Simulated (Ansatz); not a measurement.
SnO$_{2}$:
```
SnO2
1.0
    3.55729     0.00000     0.00000
    0.00000     3.55729     0.00000
    0.00000     0.00000     5.40033
Sn O
2 4
Cartesian
  0.00000   0.00000   0.00000
  1.77864   1.77864   2.70016
  0.00000   1.77864   0.98342
  0.00000   1.77864   3.68359
  1.77864   0.00000   1.71674
  1.77864   0.00000   4.41690
```

Relaxed with PBEsol. Special points in fractions of this cell's reciprocal vectors: Γ (0.000, 0.000, 0.000); X (0.000, 0.500, 0.000); M (0.500, 0.500, 0.000); Z (0.000, 0.000, 0.500); R (0.000, 0.500, 0.500); A (0.500, 0.500, 0.500).

Problem. List the band energies nearest the valence-band maximum at these points for PBEsol in the plane-wave PAW code Ansatz.

Solution. In eV from the valence-band maximum; about four levels below and three above (degenerate sets whole), none deeper than 8.9 eV; … stands for higher levels left out; points with the same levels are listed once.

```csv
k,below,above
Γ,-0.78 -0.53 -0.10 -0.10,0.94 4.06 7.28
X,-1.19 -1.19 -0.48 -0.48,4.54 4.54 7.74 7.74
M,-0.38 -0.38 0.00 0.00,5.52 5.52 7.38 7.38
Z,-1.10 -1.10 -0.06 -0.06,3.50 3.50 6.42 6.42
R,-1.34 -1.34 -1.32 -1.32,4.83 4.83 8.40 8.40
A,-0.40 -0.40 -0.35 -0.35,5.91 5.91 …
```

Space group P4_2/nmc. A made-up cell: these elements were put on the sites of a structure type; neither database checked (COD, Materials Project) lists it. It is not the phase usual at ambient conditions (space group No. 136). Symmetry was held in the PBEsol relaxation. At this level the phase is dynamically unstable (imaginary phonons). Scalar-relativistic: spin–orbit coupling is off unless named, which matters more the heavier the elements.

Potentials: the earlier of the program's two PAW sets. The files were generated under PBE; for other functionals the program regenerates the frozen cores, and for LDA and PBEsol the local potential too.
